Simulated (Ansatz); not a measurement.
HfC (rock salt)

```yaml
crystal:
  lattice:
    - [0.00000, 2.32035, 2.32035]
    - [2.32035, 0.00000, 2.32035]
    - [2.32035, 2.32035, 0.00000]
  atoms:
    - { symbol: C, position: [0.00000, 0.00000, 0.00000] }
    - { symbol: Hf, position: [0.50000, 0.50000, 0.50000] }
```

The slice is a {100} plane (indices of the conventional cell) through the point (0.500, 0.500, 0.500) (fractional), spanned by u = [100] and v = [0 1 -1] in vectors of this cell: u (3.28 Å) and v (3.28 Å, at 90° to u). It covers one period; positions are fractions (u, v).

Method: r2SCAN (plane waves to 500 eV, PAW, scalar-relativistic; Ansatz, a program for electronic structure). k mesh 17×17×17. Near the nuclei the fields are pseudised (PAW); where an atom keeps semicore shells as valence, they peak there. HfC is run without spin polarisation. HfC was relaxed with its symmetry unable to fall. Spin-orbit coupling is left out, though Hf is heavy.

Three fields on this plane, each scaled to ten steps between its own extremes (0 low, 9 high; the total valence density on a logarithmic scale, the potential cut 8 eV below its top; x marks points blanked near nuclei; v = 0 in the bottom row):

Map A
```
|xxxxxxxxxx7420000000247xxxxxxxxx|
|xxxxxxxxxx7421100011247xxxxxxxxx|
|xxxxxxxxxx6422111112246xxxxxxxxx|
|xxxxxxxxx964333222333469xxxxxxxx|
|xxxxxxxxx864444444444468xxxxxxxx|
|xxxxxxxx97655555555555679xxxxxxx|
|xxxxxxx986666xxxxxxx666689xxxxxx|
|xxxxxx98767xxxxxxxxxxx76789xxxxx|
|xxxx987667xxxxxxxxxxxxx766789xxx|
|877666667xxxxxxxxxxxxxxx76666677|
|44444456xxxxxxxxxxxxxxxxx6544444|
|22223456xxxxxxxxxxxxxxxxx6543222|
|0112345xxxxxxxxxxxxxxxxxxx543211|
|0011345xxxxxxxxxxxxxxxxxxx543110|
|0001345xxxxxxxxxxxxxxxxxxx543100|
|0001245xxxxxxxxxxxxxxxxxxx542100|
|0001345xxxxxxxxxxxxxxxxxxx543100|
|0011345xxxxxxxxxxxxxxxxxxx543110|
|0112345xxxxxxxxxxxxxxxxxxx543211|
|22223456xxxxxxxxxxxxxxxxx6543222|
|44444456xxxxxxxxxxxxxxxxx6544444|
|877666667xxxxxxxxxxxxxxx76666677|
|xxxx987667xxxxxxxxxxxxx766789xxx|
|xxxxxx98767xxxxxxxxxxx76789xxxxx|
|xxxxxxx986666xxxxxxx666689xxxxxx|
|xxxxxxxx97655555555555679xxxxxxx|
|xxxxxxxxx864444444444468xxxxxxxx|
|xxxxxxxxx964333222333469xxxxxxxx|
|xxxxxxxxxx6422111112246xxxxxxxxx|
|xxxxxxxxxx7421100011247xxxxxxxxx|
|xxxxxxxxxx7420000000247xxxxxxxxx|
|xxxxxxxxxx8420000000248xxxxxxxxx|
```

Map B
```
|xxxxxxxxxx1000111110001xxxxxxxxx|
|xxxxxxxxxx1000122210001xxxxxxxxx|
|xxxxxxxxxx1001344431001xxxxxxxxx|
|xxxxxxxxx211135666531112xxxxxxxx|
|xxxxxxxxx111357888753111xxxxxxxx|
|xxxxxxxx21235799999753212xxxxxxx|
|xxxxxxx212358xxxxxxx853212xxxxxx|
|xxxxxx21235xxxxxxxxxxx53212xxxxx|
|xxxx211235xxxxxxxxxxxxx532112xxx|
|111111235xxxxxxxxxxxxxxx53211111|
|00001135xxxxxxxxxxxxxxxxx5311000|
|00001358xxxxxxxxxxxxxxxxx8531000|
|0001357xxxxxxxxxxxxxxxxxxx753100|
|0113579xxxxxxxxxxxxxxxxxxx975311|
|1124689xxxxxxxxxxxxxxxxxxx986421|
|1124689xxxxxxxxxxxxxxxxxxx986421|
|1124689xxxxxxxxxxxxxxxxxxx986421|
|0113579xxxxxxxxxxxxxxxxxxx975311|
|0001357xxxxxxxxxxxxxxxxxxx753100|
|00001358xxxxxxxxxxxxxxxxx8531000|
|00001135xxxxxxxxxxxxxxxxx5311000|
|111111235xxxxxxxxxxxxxxx53211111|
|xxxx211235xxxxxxxxxxxxx532112xxx|
|xxxxxx21235xxxxxxxxxxx53212xxxxx|
|xxxxxxx212358xxxxxxx853212xxxxxx|
|xxxxxxxx21235799999753212xxxxxxx|
|xxxxxxxxx111357888753111xxxxxxxx|
|xxxxxxxxx211135666531112xxxxxxxx|
|xxxxxxxxxx1001344431001xxxxxxxxx|
|xxxxxxxxxx1000122210001xxxxxxxxx|
|xxxxxxxxxx1000111110001xxxxxxxxx|
|xxxxxxxxxx1000011100001xxxxxxxxx|
```

Map C
```
|xxxxxxxxxx0036789876300xxxxxxxxx|
|xxxxxxxxxx0036899986300xxxxxxxxx|
|xxxxxxxxxx0147899987410xxxxxxxxx|
|xxxxxxxxx002578999875200xxxxxxxx|
|xxxxxxxxx004689999986400xxxxxxxx|
|xxxxxxxx00256889998865200xxxxxxx|
|xxxxxxx001456xxxxxxx654100xxxxxx|
|xxxxxx00134xxxxxxxxxxx43100xxxxx|
|xxxx000134xxxxxxxxxxxxx431000xxx|
|000000244xxxxxxxxxxxxxxx44200000|
|00012455xxxxxxxxxxxxxxxxx5542100|
|33445666xxxxxxxxxxxxxxxxx6665443|
|6667788xxxxxxxxxxxxxxxxxxx887766|
|7788898xxxxxxxxxxxxxxxxxxx898887|
|8899999xxxxxxxxxxxxxxxxxxx999998|
|9999999xxxxxxxxxxxxxxxxxxx999999|
|8899999xxxxxxxxxxxxxxxxxxx999998|
|7788898xxxxxxxxxxxxxxxxxxx898887|
|6667788xxxxxxxxxxxxxxxxxxx887766|
|33445666xxxxxxxxxxxxxxxxx6665443|
|00012455xxxxxxxxxxxxxxxxx5542100|
|000000244xxxxxxxxxxxxxxx44200000|
|xxxx000134xxxxxxxxxxxxx431000xxx|
|xxxxxx00134xxxxxxxxxxx43100xxxxx|
|xxxxxxx001456xxxxxxx654100xxxxxx|
|xxxxxxxx00256889998865200xxxxxxx|
|xxxxxxxxx004689999986400xxxxxxxx|
|xxxxxxxxx002578999875200xxxxxxxx|
|xxxxxxxxxx0147899987410xxxxxxxxx|
|xxxxxxxxxx0036899986300xxxxxxxxx|
|xxxxxxxxxx0036789876300xxxxxxxxx|
|xxxxxxxxxx0036789876300xxxxxxxxx|
```

Problem. Assign the maps to these fields: electron localisation function (ELF); valence electron density; electrostatic potential energy of an electron, from the cell's mean.

Solution. A is the valence electron density; B is the electron localisation function (ELF); C is the electrostatic potential energy of an electron, from the cell's mean.
